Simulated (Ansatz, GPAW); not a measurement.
## Equation of state of InSb3 under PBE

```cif
data_structure
_symmetry_space_group_name_H-M 'Pm-3m'
_symmetry_Int_Tables_number 221
_cell_length_a 4.8064
_cell_length_b 4.8064
_cell_length_c 4.8064
_cell_angle_alpha 90.000
_cell_angle_beta 90.000
_cell_angle_gamma 90.000
_cell_volume 111.03
loop_
_atom_site_label
_atom_site_type_symbol
_atom_site_symmetry_multiplicity
_atom_site_Wyckoff_symbol
_atom_site_fract_x
_atom_site_fract_y
_atom_site_fract_z
_atom_site_occupancy
Sb1 Sb 3 c 0.50000 0.50000 0.00000 1
In1 In 1 a 0.00000 0.00000 0.00000 1
```

The cell comes from a database or a generator and needn't be the stable form of this composition.

The cell was scaled at fixed shape and fractions and run with Ansatz, Ansatz PAW, cutoff 420 eV; PBE, k mesh 6 × 6 × 6 on the cell of 4 atoms, fermi-dirac occupations of 0.05 eV, no spin polarisation, no spin-orbit coupling. Energies are those that the program minimises, any entropy of the smearing included. For a metal such a mesh isn't converged to the digits shown.

```tsv
V (Å³/atom)	energy over the lowest row (meV/atom)
26.0927	20.021
26.6478	?
27.2030	2.484
27.7582	0.000
28.3133	1.109
28.8685	5.384
29.4237	12.424
```

Task: Fit the third-order Birch-Murnaghan form, give V0, B0 and B′, and predict the energy left open.

Result: With y = (V0/V)^(2/3), E = E0 + (9 V0 B0/16) [(y - 1)³ B′ + (y - 1)² (6 - 4y)]. Least squares through the rows shown give V0 = 27.8540 Å³/atom, E0 = -0.042 meV, B0 = 50.52 GPa (1 eV/Å³ = 160.218 GPa) and B′ = 5.12, with a largest miss of 0.010 meV. At V = 26.6478 the form with these constants gives 8.972 meV; the run gave 9.000 meV an atom. Other set-ups at this level, from all their volumes (Å³/atom, GPa): GPAW, GPAW PAW data sets (gpaw-data 1.2.1): V0 27.720, B0 50.91.
